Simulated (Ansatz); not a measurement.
**Question.** Each is relaxed and computed with plane-wave PAW PBE (Ansatz code). Which alone has a direct gap?
A) ZnSnN2, R-3m (Zn on 3a, Sn on 3b, N on 6c)
B) LaN, zinc blende
C) SiC, 4H polytype
D) SnC, zinc blende

**Answer.** D, SnC, zinc blende. SnC: gap 0.62 eV (direct); SiC: gap 2.22 eV (indirect); ZnSnN2: gap 0.45 eV (indirect); LaN: gap 1.17 eV (indirect). Typed or built starts, not in the databases checked: SnC, zinc blende; ZnSnN2, R-3m (Zn on 3a, Sn on 3b, N on 6c); LaN, zinc blende. All cells were relaxed under the symmetry of their starts (and spin orders); stability against distortions was not tested throughout. Scalar-relativistic: spin–orbit coupling is off unless named, which matters more the heavier the elements.

Potentials: the earlier of the program's two PAW sets.
